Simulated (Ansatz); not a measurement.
Question: Each is relaxed and computed with LDA in the plane-wave PAW code Ansatz. Which alone has a direct gap?
A. BeTe, zinc blende
B. Li8PbO6, R-3 (Li on 6c, Li on 18f, Pb on 3a, O on 18f)
C. Te2Mo, P6_3/mmc (Mo on 2c, Te on 4f)
D. TePb, rock salt

Answer: D, TePb, rock salt. TePb: gap 0.57 eV (direct); BeTe: gap 1.79 eV (indirect); Te2Mo: gap 0.64 eV (indirect); Li8PbO6: gap 2.78 eV (indirect). Standing as an ambient phase not checked: Li8PbO6, R-3 (Li on 6c, Li on 18f, Pb on 3a, O on 18f). Weakly bound layers, chains or molecules computed without a dispersion correction, so cells and soft constants are ill determined: Te2Mo, P6_3/mmc (Mo on 2c, Te on 4f). All cells were relaxed under the symmetry of their starts (and spin orders); stability against distortions was not tested throughout. Rows with no word on spin ran without spin polarisation. Spin–orbit coupling is left out wherever it is not named.

Potentials: the later of the program's two PAW sets.
